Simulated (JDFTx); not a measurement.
An input for JDFTx (a modified build) (InH (SMILES [InH]), charge 0, multiplicity 1, linear PCM (GLSSA13), ethylene carbonate, 1 M NaF; bohr, hartree) and the course of its log:

```
lattice \
  16.5351035905 0.0000000000 0.0000000000 \
  0.0000000000 15.1178089970 0.0000000000 \
  0.0000000000 0.0000000000 17.4799666528
coords-type Cartesian
ion In 1.0966080701 0.2724985072 -1.4794665830 0
ion H -1.0966080701 -0.2724985072 1.4794665830 0
ion-species pseudo/in_pbe_v1.4.upf
ion-species pseudo/h_pbe_v1.4.upf
elec-cutoff 20 100
elec-ex-corr gga-PBE
symmetries none
elec-n-bands 7
electronic-minimize nIterations 150 energyDiffThreshold 1e-7
fluid LinearPCM
pcm-variant GLSSA13
fluid-solvent EC
fluid-cation Na+ 1
fluid-anion F- 1
fluid-minimize nIterations 400 knormThreshold 1e-11
wavefunction read s0.wfns 10
dump-name s5.$VAR
dump End State Ecomponents EigStats BandEigs Forces ElecDensity IonicPositions FluidDebug
```

```
[one cycle in 7 is shown, and the last three; fluid-solver lines are left out]
ElecMinimize: Iter:   0  Etot: -58.992803289668871  |grad|_K:  2.840e-04  alpha:  1.000e+00
ElecMinimize: Iter:   7  Etot: -59.027332418157386  |grad|_K:  6.800e-05  alpha:  9.511e-01  linmin: -3.175e-03
ElecMinimize: Iter:  14  Etot: -59.029377810774847  |grad|_K:  2.001e-05  alpha:  9.376e-01  linmin: -7.219e-04
ElecMinimize: Iter:  21  Etot: -59.029533171743850  |grad|_K:  8.918e-06  alpha:  1.304e+00  linmin: -5.149e-04
ElecMinimize: Iter:  28  Etot: -59.029865745823820  |grad|_K:  4.491e-05  alpha:  1.860e-01  linmin:  7.051e-03
ElecMinimize: Iter:  35  Etot: -59.030062110979756  |grad|_K:  6.774e-05  alpha:  4.535e-02  linmin:  7.160e-04
ElecMinimize: Iter:  42  Etot: -59.030211804818137  |grad|_K:  1.022e-04  alpha:  1.331e-02  linmin:  4.520e-04
ElecMinimize: Iter:  49  Etot: -59.030313645924636  |grad|_K:  1.223e-04  alpha:  7.982e-03  linmin:  2.985e-04
ElecMinimize: Iter:  56  Etot: -59.030420177257568  |grad|_K:  1.404e-04  alpha:  5.819e-03  linmin:  2.328e-04
ElecMinimize: Iter:  63  Etot: -59.030508737724247  |grad|_K:  1.531e-04  alpha:  3.939e-03  linmin:  2.561e-04
ElecMinimize: Iter:  70  Etot: -59.030585865659688  |grad|_K:  1.648e-04  alpha:  3.091e-03  linmin:  2.521e-04
ElecMinimize: Iter:  77  Etot: -59.030658469317714  |grad|_K:  1.752e-04  alpha:  2.612e-03  linmin:  1.905e-04
ElecMinimize: Iter:  84  Etot: -59.030727243505936  |grad|_K:  1.829e-04  alpha:  2.229e-03  linmin:  2.291e-04
ElecMinimize: Iter:  91  Etot: -59.030790828060219  |grad|_K:  1.875e-04  alpha:  1.959e-03  linmin:  2.721e-04
ElecMinimize: Iter:  98  Etot: -59.030850635074835  |grad|_K:  1.897e-04  alpha:  1.778e-03  linmin: -8.233e-05
ElecMinimize: Iter: 105  Etot: -59.030908897421291  |grad|_K:  1.905e-04  alpha:  1.721e-03  linmin: -8.454e-05
ElecMinimize: Iter: 112  Etot: -59.030964529065102  |grad|_K:  1.905e-04  alpha:  1.623e-03  linmin:  3.009e-05
ElecMinimize: Iter: 119  Etot: -59.031018345999314  |grad|_K:  1.894e-04  alpha:  1.625e-03  linmin:  2.642e-06
ElecMinimize: Iter: 126  Etot: -59.031069765082421  |grad|_K:  1.869e-04  alpha:  1.541e-03  linmin: -2.583e-05
ElecMinimize: Iter: 133  Etot: -59.031118747022674  |grad|_K:  1.833e-04  alpha:  1.559e-03  linmin: -8.748e-05
ElecMinimize: Iter: 140  Etot: -59.031165256638644  |grad|_K:  1.795e-04  alpha:  1.508e-03  linmin: -4.067e-05
ElecMinimize: Iter: 147  Etot: -59.031209785923053  |grad|_K:  1.760e-04  alpha:  1.559e-03  linmin:  6.151e-05
ElecMinimize: Iter: 148  Etot: -59.031215857853624  |grad|_K:  1.756e-04  alpha:  1.503e-03  linmin: -2.543e-05
ElecMinimize: Iter: 149  Etot: -59.031222139917730  |grad|_K:  1.751e-04  alpha:  1.551e-03  linmin: -3.653e-05
ElecMinimize: Iter: 150  Etot: -59.031228235940830  |grad|_K:  1.748e-04  alpha:  1.512e-03  linmin:  5.505e-05
ElecMinimize: None of the convergence criteria satisfied after 150 iterations.
IonicMinimize: Iter:   0  Etot: -59.031228235940830  |grad|_K:  0.000e+00
IonicMinimize: Converged (|grad|_K<1.000000e-04).
```

This run gave no converged result. The electronic loop ended without meeting its threshold, so the last energy, chemical potential and forces aren't results.
